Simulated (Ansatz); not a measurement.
# Field gradients of Si3N4 from run to run

Cell of run 1: a COD entry.

Space group P6_3/m (No. 176); a = 7.6170, c = 2.9134 Å, γ = 120.00°.

| site | Wyckoff | site symmetry | x | y | z |
| --- | --- | --- | --- | --- | --- |
| Si | 6h | m.. | 0.1784 | 0.7749 | 0.2500 |
| N7 | 2c | -6.. | 0.3333 | 0.6667 | 0.2500 |
| N9 | 6h | m.. | 0.3359 | 0.0328 | 0.2500 |

One atom of each set is listed.

Relaxed positions (PBE, cell held):

Si (0.1740, 0.7679, 0.2500)
N7 (0.3333, 0.6667, 0.2500)
N9 (0.3298, 0.0300, 0.2500)

All runs are DFT with Ansatz 0.2.0 (plane waves and PAW, scalar-relativistic unless spin–orbit coupling is named, Γ-centred meshes, Fermi–Dirac smearing where given) in this cell.

Run 1: PBE, atoms as given; 420 eV, 4×4×9 k-points, smearing 0.02 eV.
Run 2: PBE, atoms relaxed; 420 eV, 4×4×9 k-points, smearing 0.02 eV.
Run 3: r2SCAN, at the relaxed atoms; 500 eV, 4×4×9 k-points, smearing 0.02 eV.

```json
{"run": "1", "Si V_zz (η)": "-0.73 (0.21)", "N7 V_zz (η)": "-5.17 (0.00)", "N9 V_zz (η)": "-4.88 (0.10)"}
{"run": "2", "Si V_zz (η)": "0.98 (0.42)", "N7 V_zz (η)": "-4.94 (0.00)", "N9 V_zz (η)": "-5.00 (0.08)"}
{"run": "3", "Si V_zz (η)": "?", "N7 V_zz (η)": "?", "N9 V_zz (η)": "?"}
```

V_zz in 10²¹ V/m².

Q: Estimate the row of run 3.

A: Si: 0.98 (0.40); N7: -5.01 (0.00); N9: -4.98 (0.08). It lies nearest to run 2, from whose tensors on these sites it differs by 0.07 at most (largest principal value of the difference, on N7). Taken one at a time, the positions of the atoms (as given or relaxed) move the tensors on these sites by up to 1.06 (largest principal value of the change, on Si), the functional (r2SCAN with its higher cutoff) by 0.07 (N7). On some sites the largest principal value moves to another axis from run to run, and the sign of V_zz can flip with it.

In run 1 the atoms aren't at the calculated equilibrium (largest force 1.2 eV/Å).
